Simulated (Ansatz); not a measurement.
## Notes on SiPtF6

```
CELL_PARAMETERS angstrom
0.00000 3.95559 3.95559
3.95559 0.00000 3.95559
3.95559 3.95559 0.00000
ATOMIC_POSITIONS crystal
F 0.75000 0.25000 0.25000
F 0.25000 0.75000 0.25000
F 0.25000 0.75000 0.75000
F 0.75000 0.25000 0.75000
F 0.25000 0.25000 0.75000
F 0.75000 0.75000 0.25000
Pt 0.50000 0.50000 0.50000
Si 0.00000 0.00000 0.00000
```

The numbers come from plane-wave PAW DFT (Ansatz): PBE, no spin polarisation, 420 eV, 8×8×8 Γ-centred k points, fermi-dirac occupations (width 0.1 eV). Nothing was relaxed.

(1) Where is the largest force?

(2) Metal or insulator?

(3) Give the Bader charges.

(4) What does the stress say?

(5) Is it stable against the elements?

(6) Describe some of the short contacts.

Origin: a known structure type with other elements, at an estimated volume, so it need not be a known compound. Caveats: atoms or cell far from equilibrium.

Answers

(1) The largest is on F1 (and as large on other atoms): 2.33 eV/Å, components (-2.33, 0.00, 0.00). It makes 180° with the line to a nearest neighbour, Pt7 at 1.98 Å, pointing away from it.

(2) It is a metal on this mesh, though the bands barely overlap, with about 0.36 states/eV a cell as the mean within 0.25 eV of the Fermi level, mostly Pt d (47 %), F p (22 %) and Si s (14 %).

(3) Bader charges in e: Si +2.49, Pt +1.71, F -0.70. In the mean Si gives up most and F takes most.

(4) The pressure is 3.5 GPa (compression positive), so with the atoms held at these fractions the cell would first expand; the forces are large, so a full relaxation may end otherwise.

(5) -1.65 eV an atom against the elements' usual phases (free molecules for gases, crystals otherwise, with no correction for O₂ or N₂), so it is bound against them; other compounds may still compete. Relaxing would lower it.

(6) F–Pt at 1.98 Å: least valence density 0.80 e/Å³ and ELF 0.16 there. These are pseudo-fields; inside the PAW spheres they differ from the all-electron ones.
